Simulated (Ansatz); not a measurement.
This run works on a generated trial structure, not on a known crystal.

Input and command of a plane-wave DFT calculation in Ansatz:

```yaml
crystal:
  lattice:
    - [5.93165641, 0.0, 0.0]
    - [-2.96582821, 5.13696514, 0.0]
    - [0.0, 0.0, 7.18081706]
  atoms:
    - { symbol: In, position: [0.0, 0.0, 0.5] }
    - { symbol: In, position: [0.33333333, 0.66666667, 0.30021898] }
    - { symbol: In, position: [0.33333333, 0.66666667, 0.69978102] }
    - { symbol: In, position: [0.66666667, 0.33333333, 0.69978102] }
    - { symbol: In, position: [0.66666667, 0.33333333, 0.30021898] }
    - { symbol: Te, position: [0.0, 0.0, 0.0] }
    - { symbol: Mo, position: [0.33333333, 0.66666667, 0.0] }
    - { symbol: Mo, position: [0.66666667, 0.33333333, 0.0] }
basis:
  ecutwfc: 420
kpoints:
  mp_grid: { grid: [3, 3, 3] }
hamiltonian:
  xc: pbe
scf:
  occupations: { method: gaussian, width: 0.2 }
  lower_state_search: "off"
output:
  forces: true
  stress: true
  eigenvalues: true
relax:
  adjacent_minimum: "off"
  f_tol: 0.08
  max_steps: 16
  cell: { stress_tol: 0.8 }
```

```bash
ansatz run input.yaml --threads 1 --pin off --max-ram 2560MiB --backend cpu --events-out ev --progress --plain --runs-dir out
```

Processor: Arm Neoverse V1, 1 thread, on a host shared with other jobs.

Estimate time, memory and problem size.

About 76 s, peak memory 0.48 GiB. It solves 66 bands at 6 k points (after reduction by symmetry) with about 3793 plane waves (on the last cell), in 70 SCF iterations over 10 ionic steps.
